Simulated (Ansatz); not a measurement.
# Notes on Ca₃Al₂Ga₂

```yaml
crystal:
  lattice:
    - [0.00000, 0.00000, 4.63021]
    - [4.18161, 0.00000, 0.00000]
    - [2.09081, 9.26932, -2.31511]
  atoms:
    - { symbol: Ga, position: [0.35840, 0.64160, 0.71680] }
    - { symbol: Ga, position: [0.64160, 0.35840, 0.28320] }
    - { symbol: Al, position: [0.43510, 0.06490, 0.87020] }
    - { symbol: Al, position: [0.56490, 0.93510, 0.12980] }
    - { symbol: Ca, position: [0.00000, 0.50000, 0.00000] }
    - { symbol: Ca, position: [0.18320, 0.81680, 0.36640] }
    - { symbol: Ca, position: [0.81680, 0.18320, 0.63360] }
```

Method: r2SCAN, no spin polarisation; PAW, plane waves to 500 eV, 7×7×7 Γ-centred mesh, fermi-dirac occupations (width 0.1 eV) (Ansatz 0.2.0), atoms fixed.

Forces: The largest is on Al4 (and as large on other atoms): 0.89 eV/Å, components (0.00, 0.89, 0.00). It makes 180° with the line to a nearest neighbour, Al3 at 2.41 Å, pointing away from it.
Formation energy: -0.40 eV an atom against the elements' usual phases (free molecules for gases, crystals otherwise, with no correction for O₂ or N₂), so it is bound against them; other compounds may still compete. Relaxing would lower it.
Stress: The pressure is 1.0 GPa (compression positive), so with the atoms held at these fractions the cell would first expand; the forces are large, so a full relaxation may end otherwise. The principal stresses -0.7, 1.0, 2.5 GPa differ, so its shape would change too.
Electronic structure: It is a metal, with about 3.7 states/eV a cell as the mean within 0.25 eV of the Fermi level, mostly Ga p (54 %) and Al p (28 %).

Origin: a known structure type with other elements, at an estimated volume, so it need not be a known compound.
